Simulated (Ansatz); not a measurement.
**Profile along the I–Cu line in CuI (zinc blende)**

CuI (zinc blende), conventional cell a = 6.0230 Å, b = 6.0230 Å, c = 6.0230 Å, α = 90.00°, β = 90.00°, γ = 90.00°. The calculation uses the primitive cell of 2 atoms, to which meshes and values per cell refer.

Fields along a shortest I–Cu line of a {110} plane (2.61 Å), from I to Cu, interpolated on the slice's grid (step about 0.2 Å). The numbers are results of r2SCAN (plane waves to 500 eV, PAW, scalar-relativistic; Ansatz, a first-principles code), not measurements. k mesh 10×10×10. Inside the PAW spheres the values are not all-electron values, and peaks at nuclei hang on which shells count as valence. CuI is run without spin polarisation. CuI was relaxed with its symmetry unable to fall. Spin-orbit coupling is left out, though I is heavy.

```
distance from I (Å)  valence electron density (e/Å³)  electron localisation function  density of the highest valence band (e/Å³)  density of the lowest conduction band (e/Å³)
-------------------  -------------------------------  ------------------------------  ------------------------------------------  --------------------------------------------
0.00                                           19.09                               x                                       0.002                                         0.064
0.26                                           15.32                               x                                       0.003                                         0.068
0.52                                            6.22                            0.34                                       0.016                                         0.067
0.78                                            1.27                            0.60                                       0.035                                         0.040
1.04                                            0.69                            0.69                                       0.027                                         0.015
1.30                                            0.42                            0.56                                       0.008                                         0.022
1.57                                            0.39                            0.15                                       0.006                                         0.053
1.83                                            1.15                            0.16                                       0.055                                         0.074
2.09                                            7.06                            0.33                                       0.095                                         0.029
2.35                                           36.69                               x                                       0.022                                         0.016
2.61                                           70.89                               x                                       0.001                                         0.073
```

x: too close to a nucleus for the ELF to mean much. Band densities are of whole bands, smooth part only.

Density on the I–Cu line (2.61 Å) at its density minimum, 1.5 Å from I: 0.37 e/Å³. ELF at that point: 0.2. ELF maximum in the middle third of the I–Cu line: 0.70, 1.1 Å from I.
